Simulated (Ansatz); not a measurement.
## Vibrational response of GaNi

All numbers below come from DFT LDA, scalar-relativistic, plane waves, PAW (Ansatz 0.2.0). Settings: 420 eV plane-wave cutoff, Γ-centred 14×14×14 mesh, Fermi-Dirac smearing of 0.15 eV. No spin polarisation. Phonons by linear response, acoustic sum rule imposed.

Equilibrium structure at this level:
```
Ga Ni
1.0
     2.84230    0.00000    0.00000
     0.00000    2.84230    0.00000
     0.00000    0.00000    2.84230
Ga Ni
1 1
Cartesian
  0.0000 0.0000 0.0000
  1.4211 1.4211 1.4211
```

In a metal, frequencies and elastic constants depend on the k mesh and the smearing, soft modes and shear constants most. Spin polarisation was left out, and a magnetic state may lie lower.

Optical modes at Γ; i marks an imaginary frequency:
| frequency (cm⁻¹) | degeneracy |
| --- | --- |
| 218 | 3 |

All 3 optical modes at Γ are real: no displacement of atoms at fixed cell lowers the energy to second order. Strains and modes at other wave vectors aren't tested by this run.